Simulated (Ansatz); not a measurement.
Bi:
```cif
data_Bi2
_chemical_formula_sum 'Bi2'
_space_group_name_H-M_alt 'P 1'
_space_group_IT_number 1
_cell_length_a 5.06653
_cell_length_b 5.06653
_cell_length_c 5.06653
_cell_angle_alpha 60.000
_cell_angle_beta 60.000
_cell_angle_gamma 60.000
loop_
_space_group_symop_operation_xyz
  'x, y, z'
loop_
_atom_site_label
_atom_site_type_symbol
_atom_site_fract_x
_atom_site_fract_y
_atom_site_fract_z
_atom_site_occupancy
Bi1 Bi 0.00000 0.00000 0.00000 1
Bi2 Bi 0.25000 0.25000 0.25000 1
```

Relaxed with PBEsol.

Question: Decompose the optical modes at the zone centre into irreducible representations, and say which are infrared and Raman allowed.

Answer: Point group m-3m: Γ_opt = T2g. Infrared: none. Raman: T2g.

Question: Assign frequencies (DFPT, PBEsol in the plane-wave PAW code Ansatz).

Answer: T2g 105 cm⁻¹.

Space group Fd-3m (diamond). The start of the workflow was typed in or built on a structure type; neither database checked (COD, Materials Project) lists it. It is not the phase usual at ambient conditions (space group No. 166). Symmetry was held in the PBEsol relaxation. At this level the phase is mechanically unstable. As this level gives no gap, phonon frequencies hold no LO–TO term and depend on the k-mesh and smearing (Fermi–Dirac, 0.1 eV here). Spin–orbit coupling is left out wherever it is not named.

Potentials: the later of the program's two PAW sets.
